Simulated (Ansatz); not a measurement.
A geometry of Ir away from equilibrium: step 5 of the relaxation of a relaxed Ir cell displaced along its unstable phonon at q = (½, ½, 0) of its primitive reciprocal cell (50i cm⁻¹), largest move 0.15 Å. Calculation: PBEsol (plane waves to 420 eV, PAW, scalar-relativistic; Ansatz, an electronic-structure program). Γ-centred k-mesh 14×14×14 on the run's cell (coarser than for final values), Fermi–Dirac smearing 0.05 eV. The plane waves were selected for a different cell earlier on the path.

```
CELL_PARAMETERS angstrom
     -4.79929     4.79929     2.65801
      0.00000     0.00000     2.65801
      2.43403     2.43403    -1.32901
ATOMIC_POSITIONS crystal
  Ir 0.25000 0.98689 0.50000
  Ir 0.75000 0.51311 0.50000
  Ir 0.00000 0.95250 0.90500
  Ir 0.50000 0.04750 0.09500
```

Task: Give the Cartesian forces on all atoms (eV/Å).

Result: 
```csv
atom,Fx,Fy,Fz
Ir1,0.00,0.00,0.14
Ir2,0.00,0.00,-0.14
Ir3,0.38,0.38,0.00
Ir4,-0.38,-0.38,0.00
```

The path ends in Cmcm (No. 63). No spin polarisation in the result.

The run could not lose the symmetry of its start, so the end can be a saddle point.

The end of the path is a generated cell of Ir: the first start was made by placing the elements on the sites of a structure type, and the end was not matched to a known phase here, so it may be hypothetical. Known forms of Ir include space group No. 225.
